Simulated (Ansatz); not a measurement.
Polymorphs of Ta2O5, each relaxed with the program Ansatz at the r²SCAN level (PAW):

A: Pmmm
a = 3.6657 Å, b = 3.8574 Å, c = 6.4565 Å, α = β = γ = 90.00°

```json
[
 {"atom": "O", "site": "2q", "symmetry": "mm2", "x": "0.0000", "y": "0.0000", "z": "0.3203"},
 {"atom": "O", "site": "1h", "symmetry": "mmm", "x": "0.5000", "y": "0.5000", "z": "0.5000"},
 {"atom": "Ta", "site": "1d", "symmetry": "mmm", "x": "0.5000", "y": "0.0000", "z": "0.5000"},
 {"atom": "O", "site": "1b", "symmetry": "mmm", "x": "0.5000", "y": "0.0000", "z": "0.0000"},
 {"atom": "Ta", "site": "1a", "symmetry": "mmm", "x": "0.0000", "y": "0.0000", "z": "0.0000"},
 {"atom": "O", "site": "1e", "symmetry": "mmm", "x": "0.0000", "y": "0.5000", "z": "0.0000"}
]
```

B: I4/mmm
a = b = 5.247 Å, c = 9.553 Å, α = β = γ = 90.00°

```csv
atom,site,symmetry,x,y,z
Ta,4e,4mm,0.0000,0.0000,0.1972
O,2a,4/mmm,0.0000,0.0000,0.0000
O,8f,..2/m,0.2500,0.2500,0.2500
```

C: Pmmn
a = 3.836 Å, b = 13.003 Å, c = 3.876 Å, α = 90.00°, β = 90.00°, γ = 90.00°

| atom | site | symmetry | x | y | z |
|---|---|---|---|---|---|
| Ta | 4e | m.. | 0.0000 | 0.1459 | 0.0300 |
| O | 4e | m.. | 0.5000 | 0.1851 | 0.0027 |
| O | 4e | m.. | 0.0000 | 0.1493 | 0.5095 |
| O | 2a | mm2 | 0.0000 | 0.0000 | 0.0063 |

### Question
Put the candidates in order of energy per atom at 0 K, lowest first, for r²SCAN.

### Answer
C (+0 meV/atom), B (+164 meV/atom), A (+327 meV/atom)

### Question
Give each one's gap.

### Answer
A 0.64 eV; B 2.15 eV; C 2.87 eV.

Standing as an ambient phase not checked: A; B; C. Unstable at this level: B. All cells were relaxed under the symmetry of their starts (and spin orders); stability against distortions was not tested throughout. Rows with no word on spin ran without spin polarisation. Scalar-relativistic: spin–orbit coupling is off unless named, which matters more the heavier the elements.

Energies hold the estimated change up to a 700 eV cutoff; steps of a few meV lie near the error of the meshes.

Potentials: the later of the program's two PAW sets.
